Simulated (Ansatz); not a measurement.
V:
```cif
data_V2
_chemical_formula_sum 'V2'
_space_group_name_H-M_alt 'Im-3m'
_space_group_IT_number 229
_space_group_name_Hall '-I 4 2 3'
_cell_length_a 2.95800
_cell_length_b 2.95800
_cell_length_c 2.95800
_cell_angle_alpha 90.000
_cell_angle_beta 90.000
_cell_angle_gamma 90.000
loop_
_atom_site_label
_atom_site_type_symbol
_atom_site_symmetry_multiplicity
_atom_site_Wyckoff_symbol
_atom_site_fract_x
_atom_site_fract_y
_atom_site_fract_z
_atom_site_occupancy
V1 V 2 a 0.00000 0.00000 0.00000 1
```
(The calculation used a cell of 1 atom; values per cell refer to that cell.)

Relaxed with PBEsol (plane waves, PAW; program Ansatz). Indices refer to the conventional cell of Im-3m, a = b = c = 2.958 Å, α = β = γ = 90.00°.

Task: Simulate the powder diffraction pattern (Cu Kα1, λ = 1.54056 Å; lines above 1 %) up to 2θ = 90°.

Result: Simulated powder pattern, Cu Kα1, λ = 1.54056 Å (kinematic, ideal powder, no thermal factors, no anomalous dispersion; the 30 strongest lines at most, above 1 %, up to 2θ = 90°):

```
2θ (°)  d (Å)  I/Imax (%)    hkl
------  -----  ----------  -----
43.22   2.092         100  (110)
62.77   1.479          15  (200)
79.27   1.208          28  (211)
```

Symmetry was held in the PBEsol relaxation. The workflow began spin-polarised and lost its moments.

Potentials: the later of the program's two PAW sets.
